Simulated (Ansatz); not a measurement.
# Computed energy over volume and axial ratio: NiSi2 (fluorite type, space group Fm-3m)

NiSi2 (fluorite type, space group Fm-3m)

```
NiSi2
1.0
    0.00000     2.72203     2.72203
    2.72203     0.00000     2.72203
    2.72203     2.72203     0.00000
Ni Si
1 2
Direct
  0.00000   0.00000   0.00000
  0.25000   0.25000   0.25000
  0.75000   0.75000   0.75000
```

The relaxed cell is deformed in two ways at once: its volume V is scaled, and at that volume it is stretched along z (the c axis of the conventional cell) so that c/a changes. Fractional atomic positions are held.

Computed with PBE (plane waves to 420 eV, PAW, scalar-relativistic; Ansatz, an electronic-structure program). k mesh 15×15×15 (Γ-centred), Fermi-Dirac smearing 0.05 eV. The energy includes the smearing's −TS. Stress and pressure are positive under compression. With partly filled bands, the response to shear is sensitive to the k mesh, so small differences along c/a are uncertain. NiSi2 is run without spin polarisation. NiSi2 was relaxed with its symmetry unable to fall. The PAW data are Ansatz's earlier set. ΔE is measured from the relaxed starting cell.

ΔE (eV/atom), with V/V₀ across and (c/a)/(c/a)₀ down:

```tsv
(c/a)/(c/a)₀ \ V/V₀	0.920	0.960	1.000	1.040	1.080
0.960	0.049	0.013	0.003	0.011	0.036
0.980	0.047	0.011	0.001	0.010	0.034
1.000	0.046	0.011	0.000	0.009	0.034
1.020	0.047	0.011	0.001	0.010	0.034
1.040	0.049	0.013	0.003	0.011	0.036
```

σxx (GPa), with V/V₀ across and (c/a)/(c/a)₀ down:

```
(c/a)/(c/a)₀ \ V/V₀  0.920  0.960  1.000  1.040  1.080
-------------------  -----  -----  -----  -----  -----
0.960                 14.0    5.8   -0.7   -5.8   -9.9
0.980                 14.4    6.2   -0.4   -5.5   -9.6
1.000                 14.9    6.6    0.0   -5.2   -9.3
1.020                 15.3    7.0    0.4   -4.9   -9.0
1.040                 15.6    7.5    0.8   -4.4   -8.6
```

Summary:

```
Item                                                                                                                                  Result
------------------------------------------------------  ------------------------------------------------------------------------------------
Shear modulus C′ = (C11 − C12)/2 (fit, atoms clamped)                                                                                 28 GPa
Lowest place on the grid                                                                     V/V₀ = 1.000, (c/a)/(c/a)₀ = 1.000 (0 meV/atom)
Highest place on the grid, met at several equal points  V/V₀ = 0.920, (c/a)/(c/a)₀ = 0.960; V/V₀ = 0.920, (c/a)/(c/a)₀ = 1.040 (49 meV/atom)
```

(A scan under strain: stresses follow from slopes of the energy per volume, elastic moduli from its curvatures.)
